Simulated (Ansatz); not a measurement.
Relaxed candidate structures of ReS2:

A. Pnma (No. 62), oP12, AFLOW prototype A2B_oP12_62_2c_c (C23, as in PbCl2); a = 6.3370 Å, b = 3.8033 Å, c = 8.0279 Å, α = 90.00°, β = 90.00°, γ = 90.00°; Re 4c (0.240, 0.250, 0.930); S 4c (0.121, 0.250, 0.620); S 4c (0.465, 0.250, 0.373); non-magnetic

B. P3₁21 (No. 152), hP9, AFLOW prototype A2B_hP9_152_c_a (as in SiO2); a = 6.3067 Å, b = 6.3067 Å, c = 6.7868 Å, α = 90.00°, β = 90.00°, γ = 120.00°; Re 3a (0.553, 0.553, 0.000); S 6c (0.394, 0.311, 0.258); non-magnetic

C. Ibam (No. 72), oI12; a = 5.391 Å, b = 10.203 Å, c = 5.599 Å, α = β = γ = 90.00°; S 8j (0.227, 0.121, 0.000); Re 4a (0.000, 0.000, 0.250); non-magnetic

D. P6₃/mmc (No. 194), hP6; a = b = 3.907 Å, c = 7.538 Å, α = β = 90.00°, γ = 120.00°; Re 2c (0.333, 0.667, 0.250); S 2a (0.000, 0.000, 0.000); S 2d (0.667, 0.333, 0.250); ferromagnetic

Problem. Rank these by energy per atom (lowest first), as r2SCAN (plane waves to 500 eV, PAW, scalar-relativistic; Ansatz, a program for electronic structure) gives it.

Solution. C (reference, the lowest of the structures calculated here), B (+0.30 eV/atom), A (+0.43 eV/atom), D (+1.12 eV/atom)

 2 generated cells of layers, chains or molecules, poorly bound without dispersion, are left out. Each run could gain symmetry but not lose that of its start, so entries can be saddle points. All of these are generated cells (placed on structure types, drawn at random, substituted or restacked) that were not matched to a known phase here. Each structure is listed in the lowest spin state found for it. The real structure of this composition may not be among these, and whether this composition forms is not checked here. Static energies at zero pressure. Spin states reached: non-magnetic, ferromagnetic; non-magnetic ones ran without spin or lost their moments; spin orders were not searched systematically. No dispersion correction is included, so spacings between layers, chains or molecules are soft and tend to come out too large.
